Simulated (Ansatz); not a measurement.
Input file for Ansatz (an electronic-structure program):

Ansatz 0.2 input:
```yaml
crystal:
  lattice:
    - [1.4186416502, 0.8190531386, 4.6647806994]
    - [-1.4186416502, 0.8190531386, 4.6647806994]
    - [0.0, -1.6381062773, 4.6647806994]
  atoms:
    - { symbol: Ag, position: [0.0, 0.0, 0.0] }
    - { symbol: Au, position: [0.5, 0.5, 0.5] }
kpoints:
  mp_grid: { grid: [17, 17, 17] }
hamiltonian:
  xc: lda
  pseudopotentials: { kind: paw }
scf:
  occupations: { method: fermi_dirac, width: 0.1 }
phonons:
  method: dfpt
  response_accuracy: low
  eigenvectors: true
  rigid_motions: translations
```

Output (shortened):

```
zone centre: on kpoints.mp_grid the ground state, and the responses unless they are solved on pairs of k-points, stand on 1305 of the mesh's 4913 k-points, …
Pseudopotentials: kind: paw
Pseudopotential: Ag, paw, valence charge 19
Pseudopotential: Au, paw, valence charge 19
Functional definition: SPW92
Crystal: 2 atoms, lattice volume = 32.521 Å³
Basis set: ecut = 420 eV, 663 PW (Γ), exchange–correlation on 72×72×72 points (8 copies of the dense FFT grid, shifted against one another)
Bands: 23, of which v1, the nominal top of the filled ones, is band 19 counted from 1 (18 counted from 0)
Symmetry: 12 space group operations
k-points: 1305 of 4913 (irreducible under 2 space group operations, time reversal used)
PAW frozen core: Ag, regenerated for the run's functional, and the local potential with it
PAW frozen core: Au, regenerated for the run's functional, and the local potential with it
Initial wavefunctions: pseudopotential atomic-orbital guess
Eigensolver: davidson
Functional: x = slater, c = lda
SCF iter   1: F=—  HF=-20323.215008 eV  |F-HF|=—  |Δ(HF+E_count)|=         —  Δρ=1.19e-2  dr2=3.75e-2  ethr=1.77e-3  ⟨swp⟩=4.4  Hψ=110242  notcnv=0
all-band conjugate gradients solve this SCF's bands
preconditioner: auto → Kerker (q_TF=auto, 2.800 Å⁻¹)
SCF iter   2: F=—  HF=-20323.205632 eV  |F-HF|=—  |Δ(HF+E_count)|=   9.38e-3  Δρ=4.13e-3  dr2=3.08e-3  ethr=9.88e-5  ⟨swp⟩=2.6  Hψ=57642  notcnv=0
SCF iter   3: F=—  HF=-20323.204671 eV  |F-HF|=—  |Δ(HF+E_count)|=   9.61e-4  Δρ=1.54e-3  dr2=2.83e-4  ethr=8.10e-6  ⟨swp⟩=2.2  Hψ=38698  notcnv=0
SCF iter   4: F=—  HF=-20323.204590 eV  |F-HF|=—  |Δ(HF+E_count)|=   8.15e-5  Δρ=1.96e-4  dr2=7.00e-6  ethr=7.45e-7  ⟨swp⟩=3.0  Hψ=58905  notcnv=0
SCF iter   5: F=—  HF=-20323.204600 eV  |F-HF|=—  |Δ(HF+E_count)|=   9.89e-6  Δρ=4.73e-5  dr2=8.53e-7  ethr=1.84e-8  ⟨swp⟩=2.9  Hψ=47768  notcnv=0
SCF iter   6: F=—  HF=-20323.204596 eV  |F-HF|=—  |Δ(HF+E_count)|=   3.78e-6  Δρ=1.38e-5  dr2=1.28e-7  ethr=2.25e-9  ⟨swp⟩=2.1  Hψ=51944  notcnv=0
SCF iter   7: F=—  HF=-20323.204596 eV  |F-HF|=—  |Δ(HF+E_count)|=   3.68e-8  Δρ=3.97e-6  dr2=8.17e-9  ethr=3.36e-10  ⟨swp⟩=2.2  Hψ=42887  notcnv=0
SCF iter   8: F=—  HF=-20323.204596 eV  |F-HF|=—  |Δ(HF+E_count)|=   2.03e-9  Δρ=6.26e-7  dr2=9.00e-11  ethr=2.15e-11  ⟨swp⟩=2.1  Hψ=44221  notcnv=0
SCF iter   9: F=-20323.204596 eV  HF=-20323.204596 eV  |F-HF|=7.28e-12  |Δ(HF+E_count)|=  7.28e-12  Δρ=1.13e-7  dr2=4.51e-12  ethr=1.00e-12  ⟨swp⟩=5.0  Hψ=124915  notcnv=0
SCF 1 converged in 9 iterations: F = -20323.204596 eV  dr2 = 4.51e-12
DFPT response loops at Γ: preconditioner auto → Kerker (q_TF=auto, 2.800 Å⁻¹) (partly filled bands, converged f_vac=0.000) …
SCF converged after 9 iterations
Free energy (F): -20323.204596 eV
Harris-Foulkes:  -20323.204596 eV  (|F-HF|=7.28e-12)
Internal energy: -20323.187930 eV  (E = F + TS)
E sigma→0 (E₀):  -20323.196263 eV
Entropy (-TS):   -0.016666 eV (-8.333 meV/atom)
Fermi energy:    19.866833 eV
--- Per-component energies (eV) ---
  E_band       = -415.080885
  E_kinetic    = 1133.920240
  E_local      = -3763.512478  (includes V_loc(G=0)·N_el)
  E_nonlocal   = 167.410109
  E_hartree    = 1668.961739
  E_xc         = -411.444168
  E_vxc        = -510.995538  (∫ρ·V_xc dr)
  E_paw        = -13193.475404  (= ΣΔE_a)
  E_vpaw       = -779.828307  (= ΣTr[D̂ρ^β])
  E_aug_tail   = 0.001522  (compensation charges beyond the density's cutoff)
  E_ewald      = -5926.297015
  E_core_change = 1.247525  (= ΣΔE_core)
  E_smearing   = -0.016666  (= −TS)
  E_closure    = 0.000000  (closes the sum)
  Σ components = -20323.204596   (vs F -20323.204596, Δ=0.00e0)
  [band-id]    e_kinetic+e_local+e_nonlocal+2·e_hartree+e_vxc+e_vpaw+e_augmentation_tail = -415.080975   (vs E_band -415.080885, Δ=-9.02e-5)
--- Band table (eV; the first three rows and the last of 1305) ---
  k-point 0: bands = ["-85.9268", "-72.0662", "-37.2649", "-37.1486", "-37.1486", "-35.5975", "-35.5421", "-35.5421", "10.3024", "12.7063", "14.8278", "14.8278", "14.8406", "14.9086", "14.9086", "16.2347", "16.2347", "17.4404", "17.4404", "18.8586", "23.3313", "34.2942", "35.0882"]
  k-point 1: bands = ["-85.9264", "-72.0657", "-37.2638", "-37.1556", "-37.1504", "-35.5972", "-35.5474", "-35.5434", "10.4166", "12.7859", "14.7834", "14.8474", "14.8815", "14.8912", "14.9606", "16.1842", "16.2500", "17.0269", "17.4129", "19.3597", "23.3618", "34.3816", "35.1688"]
  k-point 2: bands = ["-85.9254", "-72.0642", "-37.2608", "-37.1756", "-37.1554", "-35.5961", "-35.5627", "-35.5473", "10.7503", "13.0114", "14.6576", "14.7178", "15.0037", "15.0233", "15.1178", "16.0337", "16.3055", "16.3825", "17.3340", "20.2520", "23.4905", "34.1888", "35.3550"]
  k-point 1304: bands = ["-85.9264", "-72.0657", "-37.2571", "-37.1556", "-37.1502", "-35.6052", "-35.5475", "-35.5436", "11.4832", "12.9917", "14.6808", "14.7829", "15.0769", "15.0903", "15.2349", "15.3047", "16.0719", "16.1628", "16.8424", "16.9596", "30.8117", "31.5740", "35.3443"]
  band table: 23 of 23 bands, residual norms ≤ 1.0e-3 eV
--- Phonons (Γ-DFPT): 4 representative perturbations + reference, on 1305 of 4913 k-points (Σ response iterations 12) ---
  k mesh reduced under 2 symmetry operations, with k and −k counted as one. Each operation leaves every solved perturbation unchanged …
  ASR residual: 1.048e-4 → 0.000e0 eV/Å²; symmetrization residual: 7.715e-5 eV/Å²
  ASR residual per site (eV/Å²): 1.05e-4 6.19e-5
  Γ frequencies (cm⁻¹): 0.00 0.00 0.00 72.20 72.20 176.65
  non-analytic LO–TO correction: not included (Born effective charges unavailable; polar crystals: no LO–TO splitting at Γ)
```

Cost: around 8 core-minutes (rough) on shared cores.

Space group R-3m. The workflow started from a Materials Project entry (that database holds measured and hypothetical structures alike); the Crystallography Open Database copy checked does not list it. With Ag and Au taken as one species the cell has the higher symmetry Fm-3m, so it may be an ordered model of a mixed-site phase. Whether it is the stable phase at ambient conditions was not checked. Symmetry was held in the LDA relaxation; its stability against distortions is not shown here. No spin polarisation was allowed. As this level gives no gap, phonon frequencies hold no LO–TO term and depend on the k-mesh and smearing (Fermi–Dirac, 0.1 eV here). Axis ratios of metals converge slowly with the k-mesh, so a and c are less sure than the volume. Scalar-relativistic: spin–orbit coupling is off unless named, which matters more the heavier the elements.

Potentials: the later of the program's two PAW sets.

Ansatz is a plane-wave DFT program.
